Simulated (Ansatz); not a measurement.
This Mg₃CdSe₄ structure is the end of a relaxation. The cell was found from a structure generator's guess, not taken from experiment.

Computed with Ansatz, DFT PBE, scalar-relativistic, plane waves, PAW. Cutoff 420 eV, Γ-centred mesh, Gaussian smearing, no spin polarisation.

```xyz
8
Lattice="-2.7861 2.7861 5.5832 2.7861 -2.7861 5.5832 2.7861 2.7861 -5.5832" Properties=species:S:1:pos:R:3 pbc="T T T"
Mg    0.0000    0.0000    5.5832
Mg    0.0000    2.7861    2.7916
Mg    2.7861    0.0000    2.7916
Cd    0.0000    0.0000    0.0000
Se    0.0000    0.0000    8.3050
Se    0.0000    0.0000    2.8615
Se    0.0000    2.7861    0.0000
Se    2.7861    0.0000    0.0000
```

Energies over the elements count from the elements' standard structures at the same level, with no fitted energy shifts.

Task: Find its symmetry and describe it.

Result: I4/mmm (No. 139), with Mg and Cd ordered on rock salt sites. Conventional cell: a = 5.572 Å, c = 11.166 Å. Around Mg on a site of symmetry 4/mmm lie 6 Se at 2.72–2.79 Å; around Mg on a site of symmetry -4m2 lie 6 Se at 2.79 Å; Cd has 6 Se at 2.79–2.86 Å; around Se on a site of symmetry 4mm lie 5 Mg at 2.72–2.79 Å and 1 Cd at 2.86 Å; 1 more site not described.

Task: What is its formation energy per atom?

Result: −1.039 eV/atom. It lies below the elements, which doesn't yet make it stable against other compounds or structures.

Task: Is it a metal?

Result: No, the gap on the 10×10×10 mesh is 0.28 eV.

The last run used a 10×10×10 mesh for its 8-atom cell and Gaussian smearing of 0.01 eV. Kohn–Sham gaps at this level usually fall short of measured ones. The reference form of Se is held partly by dispersion forces, which this level lacks. Small gaps are read on the mesh alone, and bands can cross between its points. A later test with randomly moved atoms came back to the same energy, though modes that don't fit the test's cell weren't probed.
